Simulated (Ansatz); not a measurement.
The relaxed structure here is a generated cell of GaN: the first start was made by placing the elements on the sites of a structure type, and the end was not matched to a known phase here, so it may be hypothetical. Known forms of GaN include space group No. 186, 216.

One stationary structure of GaN. Space group P6₂22 (No. 180). Method: r2SCAN (plane waves to 500 eV, PAW, scalar-relativistic; Ansatz, a program for electronic structure).

```xyz
6
Lattice="3.1247 0.0000 0.0000 -1.5624 2.7061 0.0000 0.0000 0.0000 7.3723" Properties=species:S:1:pos:R:3 pbc="T T T"
Ga     1.5624     0.0000     3.6862
Ga    -0.7812     1.3530     1.2287
Ga     0.7812     1.3530     6.1436
N      1.5624     0.0000     0.0000
N     -0.7812     1.3530     4.9149
N      0.7812     1.3530     2.4574
```

Question: Give the band gap at the level r2SCAN.

Answer: 1.89 eV, indirect (valence top at A, conduction bottom at Γ) (no spin-orbit coupling).

Question: Give the smallest direct gap at the level r2SCAN.

Answer: 1.94 eV at Γ.

No spin polarisation in the result.

The run could not lose the symmetry of its start; a randomly shaken copy of 12 atoms returns to this structure.
